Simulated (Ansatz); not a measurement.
Given:

TePt:
```
CELL_PARAMETERS angstrom
      3.42753     0.00000     0.00000
      0.00000     3.42753     0.00000
      0.00000     0.00000     3.42753
ATOMIC_POSITIONS crystal
  Pt 0.00000 0.00000 0.00000
  Te 0.50000 0.50000 0.50000
```

This is the r²SCAN-relaxed structure.

Problem. All from the program Ansatz at the r²SCAN level (PAW), unless another level is named. Give the electronic character.

Solution. metallic (no gap).

Problem. Give the formation energy from the elements (no fitted shifts).

Solution. 0.26 eV/atom.

Problem. What about the density of states at the Fermi level?

Solution. 0.40 states/eV per atom (mean over ±0.08 eV).

Problem. Predict the gap with spin–orbit coupling.

Solution. none (metallic).

Space group Pm-3m (CsCl type). The start of the workflow was typed in or built on a structure type; neither database checked (COD, Materials Project) lists it. COD files the formula under space group No. 166, 194, so this cell is another polymorph or a model. Its standing as an ambient phase is unchecked. The r²SCAN relaxation kept the symmetry of its start; whether a distortion lowers the energy is not shown. No spin polarisation was allowed. Its formation energy is positive at this level, so the cell may be metastable or incomplete. The references are the lowest solids computed at this level, not always the standard phases. Spin–orbit coupling is left out wherever it is not named.

Potentials: the earlier of the program's two PAW sets.
